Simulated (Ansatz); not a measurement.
YGe₂Ru₂ in space group I4/mmm (No. 139; Y on 2a, Ge on 4e, Ru on 4d), PBE in the plane-wave PAW code Ansatz, all energies at zero smearing, with the estimated change up to a 700 eV cutoff added, with one set of potentials and settings (totals compare only within such a set). Cell of 5 atoms (1 Y, 2 Ge, 2 Ru): -24199.323 eV.

```
element                reference phase  E (eV/atom)
-------  -----------------------------  -----------
Y        P6_3/mmc, 2 atoms in the cell   -3848.6897
Ge          Fd-3m, 2 atoms in the cell   -4294.9907
Ru       P6_3/mmc, 2 atoms in the cell   -5878.7331
```

Formation energy per atom, worked out: (-24199.323 − 1×(-3848.6897) − 2×(-4294.9907) − 2×(-5878.7331))/5 = -0.637 eV/atom (-61 kJ per mol of atoms), at 0 K, without zero-point energy or fitted corrections.

The first step of the workflow began from a Materials Project structure, measured or hypothetical; the Crystallography Open Database files this formula in space group No. 139, but the cells were not matched. Its standing as an ambient phase is unchecked. The PBE relaxation kept the symmetry of its start; its stability against distortions is not shown here. No spin polarisation was allowed. The references are the lowest solids computed at this level, not always the standard phases.

Potentials: the earlier of the program's two PAW sets.
